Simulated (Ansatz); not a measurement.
CsHgCl$_{3}$ (cubic perovskite, space group No. 221) at seven volumes, DFT-r²SCAN in the program Ansatz with PAW potentials, scaled uniformly. One row is withheld.

```
V (Å³/atom)  P (GPa)
-----------  -------
27.479          4.07
28.385          2.46
29.291          1.12
30.197          0.00
31.103         -0.93
32.008         -1.71
32.914             ?
```

Fit the shown pressures and predict the withheld one.

P = (3/2)B₀(x^(7/2) − x^(5/2))[1 + (3/4)(B′ − 4)(x − 1)] with x = (V₀/V)^(2/3). Least squares on the six rows gives V₀ = 30.198 Å³/atom, B₀ = 34.0 GPa, B′ = 5.04. At V = 32.914, x = 0.9442 and P = -2.36 GPa. The run itself gave -2.35 GPa.

Space group Pm-3m (cubic perovskite). The workflow started from an entry of the Crystallography Open Database (COD), which files this formula under 2 space groups. Its standing as an ambient phase is unchecked. Symmetry was held in the r²SCAN relaxation; whether a distortion lowers the energy is not shown. Spin–orbit coupling is left out wherever it is not named.

Potentials: the later of the program's two PAW sets.
